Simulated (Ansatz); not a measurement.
Band structure of TiSb

```yaml
crystal:
  lattice:
    - [3.98973, 0.00000, 0.00000]
    - [-1.99486, 3.45521, 0.00000]
    - [0.00000, 0.00000, 6.18372]
  atoms:
    - { symbol: Ti, position: [0.00000, 0.00000, 0.00000] }
    - { symbol: Ti, position: [0.00000, 0.00000, 0.50000] }
    - { symbol: Sb, position: [0.33333, 0.66667, 0.25000] }
    - { symbol: Sb, position: [0.66667, 0.33333, 0.75000] }
```

Atom numbers follow the list: Ti1, Ti2, Sb3, Sb4.

Conventional cell: a = 3.990 Å, b = 3.990 Å, c = 6.184 Å, α = 90.00°, β = 90.00°, γ = 120.00°. Around Ti (atom 1) lie 6 Sb at 2.77 Å and 2 Ti at 3.09 Å. Around Sb (atom 3) lie 6 Ti at 2.77 Å.

The structure comes from a relaxation in the same program, started in the NiAs type, and has space group P6_3/mmc. Whether it is a known phase or the ground state wasn't checked.

Spin–orbit coupling is left out, though it moves levels of the heavy atoms by tenths of an eV or more.

Level of theory: DFT, PBEsol, all-electron LAPW, scalar-relativistic (Ansatz 0.2.0).

Numerical set-up: a Γ-centred 12×12×7 k mesh, Fermi–Dirac smearing of 0.05 eV, basis error target 1 meV/atom, no spin polarisation.

Points in fractions of the reciprocal vectors of this cell: Γ (0, 0, 0), M (0.5, 0, 0), K (0.333, 0.333, 0), A (0, 0, 0.5), L (0.5, 0, 0.5), H (0.333, 0.333, 0.5). The path joins them by straight lines in the order Γ–M–K–Γ–A–L–H–A–L; legs that retrace an earlier one aren't tabulated. Energies are in eV from the Fermi level.

(1) List the levels at Γ between -14 and 1 eV.

(2) List the levels at M between -14 and 1 eV.

(3) List the levels at K between -14 and 1 eV.

(4) What is the band gap?

## Answers

(1) -11.52, -9.05, -5.55, -2.59 (×2), -1.15, -0.28 (×2), -0.01 (×2).

(2) -9.44, -9.32, -5.20, -3.23, -2.97, -2.81, -2.46, -1.46, -1.36, 0.70, 0.75, 0.80, 0.84.

(3) -9.17 (×2), -4.77, -3.90 (×2), -2.71 (×2), -1.97, -0.02, 0.68 (×2).

(4) None at this level of theory (metallic, semimetallic, or a small gap that the functional closes).
